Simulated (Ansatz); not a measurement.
**Clamped-ion strain scan in InRh**

The calculation used DFT PBEsol, scalar-relativistic, plane waves, PAW in Ansatz. The runs took a 420 eV cutoff, a Γ-centred 16×16×16 mesh and Gaussian smearing (0.15 eV). No spin polarisation. Energies are free energies at this smearing, counted from the undisturbed cell; pressure is positive in compression.

The starting cell (as given, not relaxed at this level; it stands at -1.1 GPa, and it needn't be the usual structure):

```xyz
2
Lattice="3.1960 0.0000 0.0000 0.0000 3.1960 0.0000 0.0000 0.0000 3.1960" Properties=species:S:1:pos:R:3 pbc="T T T"
In    1.5980    1.5980    1.5980
Rh    0.0000    0.0000    0.0000
```

The cell is strained by ε times the Voigt pattern (1, -1, 0, 0, 0, 0) (xx, yy, zz, yz, xz, xy; engineering shear) with fractional coordinates fixed. The cell is metallic on the mesh throughout.

```tsv
ε	ΔE (meV/atom)	stress summed along the pattern (GPa, tension positive)	pressure (GPa)
-0.0600	13.3	-6.98	-0.2
-0.0300	0.5	-1.53	-0.9
0.0000	0.0	0.00	-1.1
0.0075	-0.2	-0.34	-1.1
0.0150	-0.4	-0.12	-1.1
0.0225	-0.3	0.58	-1.0
0.0375	2.1	2.68	-0.8
0.0450	4.7	4.00	-0.7
0.0525	8.4	5.43	-0.5
```

By symmetry 0.0600 repeats -0.0600, -0.0450 repeats 0.0450, 0.0300 repeats -0.0300, -0.0150 repeats 0.0150 in energy, with the opposite slope along the path.